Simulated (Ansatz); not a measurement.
# Zr3Sn (I4/mmm): electronic heat capacity and spin susceptibility from the density of states

Theory: Ansatz 0.2.0, DFT r2SCAN, scalar-relativistic, plane waves, PAW.

Cutoff 500 eV; k points 14×14×14 on the computed 4-atom cell (Γ-centred); Gaussian smearing, width 0.10 eV; no spin polarisation.

Relaxed cell: I4/mmm, a = 4.349 Å, b = 4.349 Å, c = 9.551 Å, α = 90.00°, β = 90.00°, γ = 90.00°, 4 atoms in the primitive cell. Whether it is the stable form of this composition wasn't checked.

The density of states at the Fermi level is 3.323 states/eV in the cell of 4 atoms (1 formula unit; both spins, tetrahedra on a 21×21×21 mesh).

Q: What Sommerfeld coefficient and Pauli susceptibility does this give?

A: Per formula unit N(E_F) = 3.323 states/eV. γ = (π²/3) k_B² N(E_F) N_A = 2.357 mJ/(mol K²) per state/eV, so γ = 7.8 mJ/(mol K²), a mole of formula units. χ_P = μ_B² N(E_F) N_A = 3.23×10⁻⁵ emu/mol per state/eV gives 10.7×10⁻⁵ emu/mol. This is the bare band result: a measured γ of the same phase is as a rule larger by a factor 1 + λ from phonons and spin fluctuations, the spin part of χ is larger by the Stoner factor, and a measured χ also holds orbital and core terms. N(E_F) at one energy is sensitive to the mesh where the density of states has sharp peaks.